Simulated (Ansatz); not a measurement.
In DFT-r²SCAN in the program Ansatz with PAW potentials, Al in the tetragonal phase (I4/mcm; Al on 8h) relaxes to a = 8.136 Å, c = 2.719 Å.

Electronic character: metallic (no gap).

An equation-of-state fit gives a bulk modulus of 55.9 GPa.

The start of the workflow was typed in or built on a structure type; neither database checked (COD, Materials Project) lists it. It is not the phase usual at ambient conditions (space group No. 225). Symmetry was held in the r²SCAN relaxation; its stability against distortions is not shown here. Axis ratios of metals converge slowly with the k-mesh, so a and c are less sure than the volume.

Potentials: the later of the program's two PAW sets.
